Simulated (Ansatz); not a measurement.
Input and command of a calculation in Ansatz (plane waves; scalar-relativistic PAW potentials unless the input names others):

```yaml
crystal:
  lattice:
    - [4.0396909305, 0.0, 0.0]
    - [0.0, 4.0396909305, 0.0]
    - [0.0, 0.0, 4.0396909305]
  atoms:
    - { symbol: Ag, position: [0.0, 0.0, 0.0] }
    - { symbol: P, position: [0.0, 0.5, 0.5] }
    - { symbol: P, position: [0.5, 0.0, 0.5] }
    - { symbol: P, position: [0.5, 0.5, 0.0] }
basis:
  ecutwfc: 420
kpoints:
  mp_grid: { grid: [12, 12, 12] }
hamiltonian:
  xc: rpbe
scf:
  occupations: { method: gaussian, width: 0.1 }
  lower_state_search: light
output:
  forces: true
  eigenvalues: true
  stress: true
relax:
  adjacent_minimum: "off"
  f_tol: 0.01
  max_steps: 80
  cell: { stress_tol: 0.05 }
```

```bash
ansatz run input.yaml --threads 1 --pin off --max-ram 2560MiB --backend cpu --events-out ev --progress --plain --runs-dir out
```

Abridged log:
```
Pseudopotentials: kind: paw
Pseudopotential: Ag, paw, valence charge 19, recommended cutoff 420 eV (normal)
Pseudopotential: P, paw, valence charge 5, recommended cutoff 420 eV (normal)
Functional definition: RPBE
Crystal: 4 atoms, lattice volume = 65.924 Å³
Basis set: ecut = 420 eV, 1309 PW (Γ), exchange–correlation on 60×60×60 points (8 copies of the dense FFT grid, shifted against one another)
Bands: 21, of which v1, the nominal top of the filled ones, is band 17 counted from 1 (16 counted from 0)
Symmetry: 48 space group operations
Space group: Pm-3m (ITA 221), of the structure as read, at distance tolerance 4.0e-5 Å
k-points: 84 of 1728
Initial density: superposition of atomic densities (neutral atoms: chi_scale 0, normalization atom), corrected by the library's trained network
Initial wavefunctions: pseudopotential atomic-orbital guess
Functional: x = rpbe, c = pbe(β = 0.06672455)
SCF iter   1: F=—  HF=-9872.131499 eV  |F-HF|=—  |Δ(HF+E_count)|=         —  Δρ=6.82e-3  dr2=4.10e-2  ethr=1.77e-3  ⟨swp⟩=6.6  Hψ=8947  notcnv=0
SCF iter   2: F=—  HF=-9872.123892 eV  |F-HF|=—  |Δ(HF+E_count)|=   7.61e-3  Δρ=2.01e-3  dr2=2.15e-3  ethr=1.21e-4  ⟨swp⟩=2.4  Hψ=3530  notcnv=0
SCF iter   3: F=—  HF=-9872.123672 eV  |F-HF|=—  |Δ(HF+E_count)|=   2.20e-4  Δρ=1.08e-3  dr2=6.84e-4  ethr=6.32e-6  ⟨swp⟩=1.5  Hψ=2291  notcnv=0
SCF iter   4: F=—  HF=-9872.123630 eV  |F-HF|=—  |Δ(HF+E_count)|=   4.19e-5  Δρ=1.81e-4  dr2=1.91e-5  ethr=2.01e-6  ⟨swp⟩=2.4  Hψ=3012  notcnv=0
SCF iter   5: F=—  HF=-9872.123622 eV  |F-HF|=—  |Δ(HF+E_count)|=   7.95e-6  Δρ=5.15e-5  dr2=2.04e-6  ethr=5.60e-8  ⟨swp⟩=2.6  Hψ=3144  notcnv=0
SCF iter   6: F=-9872.123622 eV  HF=-9872.123622 eV  |F-HF|=1.77e-8  |Δ(HF+E_count)|=   1.30e-7  Δρ=6.40e-6  dr2=3.43e-8  ethr=2.94e-10  ⟨swp⟩=5.1  Hψ=9601  notcnv=0
SCF 1 converged in 6 iterations: F = -9872.123622 eV  dr2 = 3.43e-8
relax step   1: F+E_penalty+E_count = -9872.12362208 eV  Δ(F+E_penalty+E_count) = +0.000e0 eV  max|allowed force component| = 3.312e-30 eV/Å  Δτ_max = 0.0000 Å  P = +1.323 GPa  Ω = 65.924 Å³  (6 SCF iters, dr2 threshold 1.00e-7 eV, accepted)
Crystal: 4 atoms, lattice volume = 67.346 Å³
Basis set: ecut = 420 eV, 1357 PW (Γ), exchange–correlation on 60×60×60 points (8 copies of the dense FFT grid, shifted against one another)
Initial density: handed on by an earlier stage of this run
Initial wavefunctions: those handed on with the density
SCF iter   1: F=—  HF=-9872.127520 eV  |F-HF|=—  |Δ(HF+E_count)|=         —  Δρ=1.67e-3  dr2=3.30e-3  ethr=8.84e-6  ⟨swp⟩=2.0  Hψ=10400  notcnv=0
SCF iter   2: F=—  HF=-9872.126817 eV  |F-HF|=—  |Δ(HF+E_count)|=   7.03e-4  Δρ=4.98e-4  dr2=2.56e-4  ethr=8.84e-6  ⟨swp⟩=2.3  Hψ=2614  notcnv=0
   ...
SCF iter   3: F=—  HF=-9872.127494 eV  |F-HF|=—  |Δ(HF+E_count)|=   4.57e-6  Δρ=7.42e-5  dr2=5.72e-6  ethr=5.40e-8  ⟨swp⟩=1.2  Hψ=1891  notcnv=0
SCF iter   4: F=-9872.127493 eV  HF=-9872.127493 eV  |F-HF|=1.90e-8  |Δ(HF+E_count)|=   1.54e-6  Δρ=1.58e-5  dr2=1.20e-7  ethr=1.18e-9  ⟨swp⟩=4.6  Hψ=9220  notcnv=0
SCF 3 converged in 4 iterations: F = -9872.127493 eV  dr2 = 1.20e-7
relax step   3: F+E_penalty+E_count = -9872.12749281 eV  Δ(F+E_penalty+E_count) = -7.655e-4 eV  max|allowed force component| = 6.163e-31 eV/Å  Δτ_max = 0.0000 Å  P = -0.012 GPa  Ω = 66.941 Å³  energy of the carried Pulay correction = -2.351e-4 eV  (4 SCF iters, dr2 threshold 4.00e-7 eV, accepted)
Initial wavefunctions: pseudopotential atomic-orbital guess (no wavefunctions were taken with the density)
SCF iter   1: F=—  HF=-9872.127747 eV  |F-HF|=—  |Δ(HF+E_count)|=         —  Δρ=3.21e-5  dr2=1.71e-7  ethr=7.84e-8  ⟨swp⟩=3.8  Hψ=14201  notcnv=0
SCF iter   2: F=—  HF=-9872.127743 eV  |F-HF|=—  |Δ(HF+E_count)|=   3.94e-6  Δρ=1.82e-5  dr2=7.01e-8  ethr=5.03e-10  ⟨swp⟩=2.4  Hψ=2980  notcnv=0
SCF iter   3: F=—  HF=-9872.127743 eV  |F-HF|=—  |Δ(HF+E_count)|=   3.80e-8  Δρ=3.92e-6  dr2=1.39e-8  ethr=2.06e-10  ⟨swp⟩=2.6  Hψ=2882  notcnv=0
SCF iter   4: F=—  HF=-9872.127743 eV  |F-HF|=—  |Δ(HF+E_count)|=   2.04e-9  Δρ=1.28e-6  dr2=2.01e-9  ethr=4.10e-11  ⟨swp⟩=2.7  Hψ=3072  notcnv=0
SCF iter   5: F=—  HF=-9872.127743 eV  |F-HF|=—  |Δ(HF+E_count)|=  1.07e-10  Δρ=3.00e-7  dr2=4.05e-11  ethr=5.92e-12  ⟨swp⟩=2.2  Hψ=2636  notcnv=0
SCF iter   6: F=-9872.127743 eV  HF=-9872.127743 eV  |F-HF|=0.00e0  |Δ(HF+E_count)|=  7.28e-12  Δρ=7.16e-8  dr2=3.48e-12  ethr=1.00e-12  ⟨swp⟩=5.9  Hψ=7477  notcnv=0
SCF 4 converged in 6 iterations: F = -9872.127743 eV  dr2 = 3.48e-12
SCF converged after 6 iterations
Free energy (F): -9872.127743 eV
Harris-Foulkes:  -9872.127743 eV  (|F-HF|=0.00e0)
Internal energy: -9872.118494 eV  (E = F + TS)
E sigma→0 (E₀):  -9872.123118 eV
Entropy (-TS):   -0.009249 eV (-2.312 meV/atom)
Fermi energy:    11.600071 eV
--- Forces (eV/Å), atoms counted from 1 ---
  atom   1  Ag     0.00000000     0.00000000     0.00000000
  atom   2  P      0.00000000     0.00000000     0.00000000
  atom   3  P      0.00000000     0.00000000     0.00000000
  atom   4  P      0.00000000     0.00000000     0.00000000
--- Stress (GPa, compression-positive) ---
       -0.010058       0.000000       0.000000
        0.000000      -0.010058       0.000000
        0.000000       0.000000      -0.010058
  P = ⅓ Tr σ = -0.0101 GPa (-0.101 kbar)
--- Relaxed structure (3 steps of the walk, 3 accepted, 1 SCFs on fresh bases) ---
  F+E_penalty+E_count = -9872.12774305 eV   max|allowed force component| = 9.943e-31 eV/Å   (the final SCF, on the basis selected at the relaxed cell)
  cell:  # Å, volume = 66.9406 Å³
    - [4.06034763, 0.0, 0.0]
    - [0.0, 4.06034763, 0.0]
    - [0.0, 0.0, 4.06034763]
  atoms:
    - { symbol: Ag, position: [0.0, 0.0, 0.0] }
    - { symbol: P, position: [0.0, 0.5, 0.5] }
    - { symbol: P, position: [0.5, 0.0, 0.5] }
    - { symbol: P, position: [0.5, 0.5, 0.0] }
```

Apart from outputs and empty bands, the input differs from a reference run on usual settings in hamiltonian.xc: "pbe" → "rpbe"; scf.lower_state_search: not typed → "light". The reference, at the same start, ended its own course with a relaxed volume of 16.34 Å³/atom, pressure -0.01 GPa, largest force 0.000 eV/Å, no gap on the mesh. This run converged in 21 SCF iterations over all its steps (reference: 20) with a total energy on another zero, a relaxed volume of 16.74 Å³/atom, pressure -0.01 GPa, largest force 0.000 eV/Å, no gap on the mesh.

It took 32 s on 1 thread of Arm Neoverse V1 (shared host), peak memory 0.39 GiB.